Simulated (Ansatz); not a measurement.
# Structures of CdAu$_{2}$: which is lowest?

Plane-wave DFT in Ansatz with scalar-relativistic PAW potentials, cutoff 420 eV, Γ-centred meshes chosen by cell and gap, Gaussian smearing with energies taken to zero width. Every cell was relaxed (cell and atoms) in a run of its own, within the symmetry of its start. Functional: PBE.

Relaxed structures (starts from databases or built by putting these elements on another compound's sites):
A. Fd-3m, 6 atoms in the computed cell, a = 7.869 Å; sites (symmetry × multiplicity) Cd -43m × 8, Au .-3m × 16; start: built
B. P6/mmm, 3 atoms in the computed cell, a = 4.785 Å, c = 2.911 Å; sites (symmetry × multiplicity) Cd 6/mmm × 1, Au -6m2 × 2; start: built
C. I4/mmm, 3 atoms in the computed cell, a = 3.574 Å, c = 8.940 Å; sites (symmetry × multiplicity) Cd 4/mmm × 2, Au 4mm × 4; start: built

Rank them by energy. Could pressure change the order?

```tsv
structure	group	E − E(lowest) (meV/atom)	V (Å³/atom)	gap on mesh (eV)
C	I4/mmm	0.0	19.03	0.00
B	P6/mmm	33	19.24	0.00
A	Fd-3m	39	20.30	0.00
```

C is lowest, 33 meV/atom under B. The lowest is also the densest of these, so pressure wouldn't bring one of the others in at first order. Other structures may lie lower than all of these, and vibrations aren't counted.

Spin-orbit coupling is left out, which matters for the bands of heavy elements.